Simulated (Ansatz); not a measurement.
Te$_{2}$Mo (P6_3/mmc), relaxed with r²SCAN+D4 (Ansatz, an electronic-structure program, plane waves, PAW): a = 3.546 Å, b = 3.546 Å, c = 14.256 Å, α = 90.00°, β = 90.00°, γ = 120.00°.

| Item | Result |
|---|---|
| gap (eV) | 0.91 |
| ΔH_f (eV/atom) | -0.31 |
| B₀ by P(V) fit (GPa) | 29.0 |
| K_Hill (GPa) | 36.9 |
| G_Hill (GPa) | 27.8 |
| highest Γ mode, no LO–TO term (cm⁻¹) | 293 |
| electron conductivity mass (mₑ) | 0.53 |
| Θ_D (K) | 214 |

The same phase is relaxed and computed with LDA in the same code. What are the cell and these values now?

a = b = 3.473 Å, c = 13.776 Å, α = β = 90.00°, γ = 120.00°.

- gap (eV) = 0.64
- ΔH_f (eV/atom) = -0.29
- B₀ by P(V) fit (GPa) = 36.8
- K_Hill (GPa) = 45.0
- G_Hill (GPa) = 36.1
- highest Γ mode, no LO–TO term (cm⁻¹) = 296
- electron conductivity mass (mₑ) = 0.44
- Θ_D (K) = 240

Weakly bound layers, chains or molecules computed without a dispersion correction, so cells and soft constants are ill determined: Te2Mo, P6_3/mmc (Mo on 2c, Te on 4f) with LDA. All cells were relaxed under the symmetry of their starts (and spin orders); stability against distortions was not tested throughout. Rows with no word on spin ran without spin polarisation. Spin–orbit coupling is left out wherever it is not named.

Potentials: the later of the program's two PAW sets.

Ansatz is a plane-wave DFT program.

Formation energies count from the lowest solids of the elements computed at the same level, not from gases.
